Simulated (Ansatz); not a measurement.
**Two inputs for TiO2 with Au replacing Ti**

This input was run with Ansatz:

```yaml
crystal:
  lattice:
    - [4.5922, 4.5922, 0.0]
    - [-4.5922, 4.5922, 0.0]
    - [0.0, 0.0, 8.8722]
  atoms:
    - { symbol: Au, position: [0.0, 0.0, 0.0] }
    - { symbol: Ti, position: [0.0, 0.0, 0.3333333333] }
    - { symbol: Ti, position: [0.0, 0.0, 0.6666666667] }
    - { symbol: Ti, position: [0.5, 0.5, 0.0] }
    - { symbol: Ti, position: [0.5, 0.5, 0.3333333333] }
    - { symbol: Ti, position: [0.5, 0.5, 0.6666666667] }
    - { symbol: Ti, position: [0.5, 0.0, 0.1666666667] }
    - { symbol: Ti, position: [0.5, 0.0, 0.5] }
    - { symbol: Ti, position: [0.5, 0.0, 0.8333333333] }
    - { symbol: Ti, position: [0.0, 0.5, 0.1666666667] }
    - { symbol: Ti, position: [0.0, 0.5, 0.5] }
    - { symbol: Ti, position: [0.0, 0.5, 0.8333333333] }
    - { symbol: O, position: [0.30496, 0.0, 0.0] }
    - { symbol: O, position: [0.30496, 0.0, 0.3333333333] }
    - { symbol: O, position: [0.30496, 0.0, 0.6666666667] }
    - { symbol: O, position: [0.80496, 0.5, 0.0] }
    - { symbol: O, position: [0.80496, 0.5, 0.3333333333] }
    - { symbol: O, position: [0.80496, 0.5, 0.6666666667] }
    - { symbol: O, position: [0.5, 0.30496, 0.1666666667] }
    - { symbol: O, position: [0.5, 0.30496, 0.5] }
    - { symbol: O, position: [0.5, 0.30496, 0.8333333333] }
    - { symbol: O, position: [0.0, 0.80496, 0.1666666667] }
    - { symbol: O, position: [0.0, 0.80496, 0.5] }
    - { symbol: O, position: [0.0, 0.80496, 0.8333333333] }
    - { symbol: O, position: [0.69504, 0.0, 0.0] }
    - { symbol: O, position: [0.69504, 0.0, 0.3333333333] }
    - { symbol: O, position: [0.69504, 0.0, 0.6666666667] }
    - { symbol: O, position: [0.19504, 0.5, 0.0] }
    - { symbol: O, position: [0.19504, 0.5, 0.3333333333] }
    - { symbol: O, position: [0.19504, 0.5, 0.6666666667] }
    - { symbol: O, position: [0.5, 0.69504, 0.1666666667] }
    - { symbol: O, position: [0.5, 0.69504, 0.5] }
    - { symbol: O, position: [0.5, 0.69504, 0.8333333333] }
    - { symbol: O, position: [0.0, 0.19504, 0.1666666667] }
    - { symbol: O, position: [0.0, 0.19504, 0.5] }
    - { symbol: O, position: [0.0, 0.19504, 0.8333333333] }
total_charge: -1
kpoints:
  mp_grid: { grid: [4, 4, 2] }
scf:
  occupations: { method: fermi_dirac, width: 0.01 }
  lower_state_search: light
hamiltonian:
  xc: pbe
  pseudopotentials: { kind: paw }
output:
  forces: true
  stress: true
  populations: true
  efg:
    quadrupole_moments_barn: { Au: 0.547, Ti: 0.247, O: -0.02558 }
    contact_densities: true
basis:
  xc_grid: 3
```

It converged. Of its output the block on the nuclei alone is shown, without the SCF iterations, energies, forces and stress (one atom of each set, the first 14 sets):

```
--- PAW observables at the nuclei: V_zz in 10²¹ V/m², potentials from the cell's mean, atoms counted from 1 ---
  atom   1  Au V_zz =   -37.953767   η = 0.3416   by run symmetry: allowed   C_q = -501.9917 MHz
            electrostatic potential = -16447.620927 V   contact ρ = 13078573.487113 e/Å³
  atom   2  Ti V_zz =    -2.520746   η = 0.0730   by run symmetry: allowed   C_q = -15.0550 MHz
            electrostatic potential = -2527.903386 V   contact ρ = 56791.842126 e/Å³
  atom   4  Ti V_zz =    -1.922012   η = 0.5159   by run symmetry: allowed   C_q = -11.4791 MHz
            electrostatic potential = -2527.868661 V   contact ρ = 56791.671351 e/Å³
  atom   5  Ti V_zz =    -1.837834   η = 0.5204   by run symmetry: allowed   C_q = -10.9763 MHz
            electrostatic potential = -2527.869509 V   contact ρ = 56791.571605 e/Å³
  atom   7  Ti V_zz =    -3.231707   η = 0.8726   by run symmetry: allowed   C_q = -19.3012 MHz
            electrostatic potential = -2528.265381 V   contact ρ = 56790.768058 e/Å³
  atom   8  Ti V_zz =    -2.543021   η = 0.3427   by run symmetry: allowed   C_q = -15.1880 MHz
            electrostatic potential = -2527.767814 V   contact ρ = 56792.055224 e/Å³
  atom  10  Ti V_zz =    -2.575319   η = 0.0045   by run symmetry: allowed   C_q = -15.3809 MHz
            electrostatic potential = -2527.965326 V   contact ρ = 56791.115787 e/Å³
  atom  11  Ti V_zz =    -2.429376   η = 0.3079   by run symmetry: allowed   C_q = -14.5093 MHz
            electrostatic potential = -2527.758261 V   contact ρ = 56791.779954 e/Å³
  atom  13  O  V_zz =    +8.602160   η = 0.3273   by run symmetry: allowed   C_q = -5.3206 MHz
            electrostatic potential = -625.438945 V   contact ρ = 2158.081275 e/Å³
  atom  14  O  V_zz =    +2.109782   η = 0.9871   by run symmetry: allowed   C_q = -1.3049 MHz
            electrostatic potential = -625.487436 V   contact ρ = 2157.280343 e/Å³
  atom  16  O  V_zz =    +2.262731   η = 0.9830   by run symmetry: allowed   C_q = -1.3995 MHz
            electrostatic potential = -625.402350 V   contact ρ = 2157.332188 e/Å³
  atom  17  O  V_zz =    +2.241507   η = 0.8831   by run symmetry: allowed   C_q = -1.3864 MHz
            electrostatic potential = -625.349560 V   contact ρ = 2157.359476 e/Å³
  atom  19  O  V_zz =    +2.242414   η = 0.9464   by run symmetry: allowed   C_q = -1.3870 MHz
            electrostatic potential = -625.462821 V   contact ρ = 2157.353404 e/Å³
  atom  20  O  V_zz =    +2.393559   η = 0.8871   by run symmetry: allowed   C_q = -1.4805 MHz
            electrostatic potential = -625.379154 V   contact ρ = 2157.344825 e/Å³
```

Q: Can these gradients be trusted, and how do they compare with a run on standard settings?

A: As results of these settings, within the limits told below. Against the standard input the change is `kpoints.mp_grid.grid`: [3, 3, 2] → [4, 4, 2]; `scf.lower_state_search`: not typed → light; `basis.xc_grid`: not typed → 3. A site carries the number of its first atom; V_zz in 10²¹ V/m².

```tsv
site	atom	V_zz standard	η standard	V_zz here	η here
Au	1	-35.5	0.43	-38.0	0.34
Ti2	2	-2.76	0.25	-2.52	0.07
Ti4	4	-1.75	0.53	-1.92	0.52
Ti7	7	-3.02	0.84	-3.23	0.87
Ti8	8	-2.40	0.34	-2.54	0.34
Ti10	10	-2.64	0.10	-2.58	0.00
Ti11	11	-2.26	0.29	-2.43	0.31
O13	13	8.74	0.33	8.60	0.33
O14	14	-2.17	0.97	2.11	0.99
O16	16	-2.25	0.98	2.26	0.98
O22	22	11.36	0.40	11.15	0.41
O23	23	2.35	0.97	2.51	0.90
```

The largest change of V_zz along a kept axis is on Au, from -35.5 to -38.0. In per cent, |V_zz| changes by +7 on Au, -9 to +7 on Ti, -2 to +7 on O (all sites that start above 2, bar those whose gradient vanishes or changes sign or whose main axis turns by over 40°). Where |V_zz| stays above 0.1 and the axes keep their order, η moves most on Ti2, from 0.25 to 0.07. On O16, O14 the largest principal value lies along another axis in the second run, so the two V_zz can't be compared directly. The table leaves out 4 of the 16 sites, with |V_zz| up to 2.40; their tensors move by 0.04 at most along any direction. The statements above cover all sites. SCF iterations: 15 and 18.

On the reference run: The run isn't spin-polarised, and a state with spin may lie lower. The defect repeats with the cell of 36 atoms, so it feels its images: sites between two images don't show the values beside a lone defect, and zeros or small values of η there can come from the images' arrangement. O and Ti carry a gradient in the pure host already, so the values there aren't the defect's effect alone. A uniform background compensates the cell's charge. The defect cell has no gap above 0.1 eV on its mesh, so the values can hang on the smearing and the k-mesh. Spin–orbit coupling is left out, which shifts gradients on Au by a few per cent in wide-gap crystals, and can shift them far more where the calculated gap is small or absent, as here. The cell keeps the host's lattice, where the PBE pressure is 9 GPa (in a charged cell this depends on the convention for the mean potential). The neighbours have not yet relaxed around the defect (largest force 2.8 eV/Å), so a real crystal will differ.
